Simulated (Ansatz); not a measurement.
HfIr3 (Cu3Au type, space group No. 221) at seven volumes, LDA (plane waves, PAW; program Ansatz), scaled uniformly. One row is withheld.

```json
[
 {"V (Å³/atom)": "13.487", "P (GPa)": "38.00"},
 {"V (Å³/atom)": "13.931", "P (GPa)": "23.11"},
 {"V (Å³/atom)": "14.376", "P (GPa)": "10.57"},
 {"V (Å³/atom)": "14.821", "P (GPa)": "0.00"},
 {"V (Å³/atom)": "15.265", "P (GPa)": "?"},
 {"V (Å³/atom)": "15.710", "P (GPa)": "-16.39"},
 {"V (Å³/atom)": "16.155", "P (GPa)": "-22.68"}
]
```

Q: Fit the shown pressures and predict the withheld one.

A: P = (3/2)B₀(x^(7/2) − x^(5/2))[1 + (3/4)(B′ − 4)(x − 1)] with x = (V₀/V)^(2/3). Least squares on the six rows gives V₀ = 14.821 Å³/atom, B₀ = 322 GPa, B′ = 4.71. At V = 15.265, x = 0.9805 and P = -8.87 GPa. The run itself gave -8.90 GPa.

Space group Pm-3m (Cu3Au type). The workflow started from a Materials Project entry (that database holds measured and hypothetical structures alike); the Crystallography Open Database files this formula in space group No. 221, but the cells were not matched. Its standing as an ambient phase is unchecked. Symmetry was held in the LDA relaxation; of distortions, only those at the zone centre were tested. The run is not spin-polarised. Scalar-relativistic: spin–orbit coupling is off unless named, which matters more the heavier the elements.

Potentials: the later of the program's two PAW sets.
